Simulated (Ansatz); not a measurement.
TaAs:
```
CELL_PARAMETERS angstrom
      3.17893     0.00000     0.00000
      0.00000     3.17893     0.00000
      0.00000     0.00000     3.17893
ATOMIC_POSITIONS crystal
  Ta 0.00000 0.00000 0.00000
  As 0.50000 0.50000 0.50000
```

Relaxed with PBEsol. Special points in fractions of this cell's reciprocal vectors: Γ (0.000, 0.000, 0.000); X (0.000, 0.500, 0.000); M (0.500, 0.500, 0.000); R (0.500, 0.500, 0.500).

Task: List the band energies nearest the Fermi level at these points for PBEsol with spin–orbit coupling (plane waves, PAW; program Ansatz).

Result: In eV from the Fermi level; about four levels below and three above (degenerate sets whole), none deeper than 8.9 eV; points with the same levels are listed once.

```tsv
k	below	above
Γ	-3.10 -3.10 -3.10 -3.10 -0.43 -0.43	0.35 0.35 0.35 0.35
X	-2.30 -2.30 -2.02 -2.02	2.65 2.65 3.95 3.95
M	-4.71 -4.71 -3.26 -3.26	0.05 0.05 0.25 0.25
R	-6.53 -6.53 -6.53 -6.53	1.97 1.97 3.65 3.65 3.65 3.65
```

Space group Pm-3m (CsCl type). A made-up cell: these elements were put on the sites of a structure type; neither database checked (COD, Materials Project) lists it. It is not the phase usual at ambient conditions (space group No. 109). The PBEsol relaxation kept the symmetry of its start; whether a distortion lowers the energy is not shown. No spin polarisation was allowed.

Potentials: the earlier of the program's two PAW sets. The files were generated under PBE; for other functionals the program regenerates the frozen cores, and for LDA and PBEsol the local potential too.
